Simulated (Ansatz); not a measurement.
## Phase order of Ta

Structure types of Ta are relaxed in primitive cells with their symmetry kept at 0 GPa, first on PAW files, then by LAPW. The enthalpy is E + pV at zero temperature, without zero-point motion. Only the types listed were tried, and differences under about 5 meV/atom are mesh noise.

All numbers are LDA results (scalar-relativistic) from Ansatz 0.2.0, with Fermi–Dirac smearing of 0.05 eV, no spin polarisation. Methods: LAPW: all electrons, basis error target 0.5 meV/atom; PAW: frozen-core files, cutoff 420 eV.

k meshes: fcc 17×17×17, bcc 18×18×18, hcp 16×16×9.

Spin–orbit coupling is left out, which matters for the heavy atoms. The PAW files were made under PBE.

| start type | ends as | a, b, c (Å) | V (Å³/atom) | H − H(lowest), LAPW (meV/atom) |
| --- | --- | --- | --- | --- |
| fcc | fcc, Fm-3m | 4.140, 4.140, 4.140 | 17.75 | ? |
| bcc | bcc, Im-3m | 3.252, 3.252, 3.252 | 17.19 | 0.0 |
| hcp | hcp, P6_3/mmc | 2.838, 2.838, 5.062 | 17.65 | ? |

Problem. Give the missing entry: row "hcp", column "H − H(lowest), LAPW (meV/atom)".

Solution. 310.1.

Problem. What belongs in the row "fcc", column "H − H(lowest), LAPW (meV/atom)"?

Solution. 292.0.
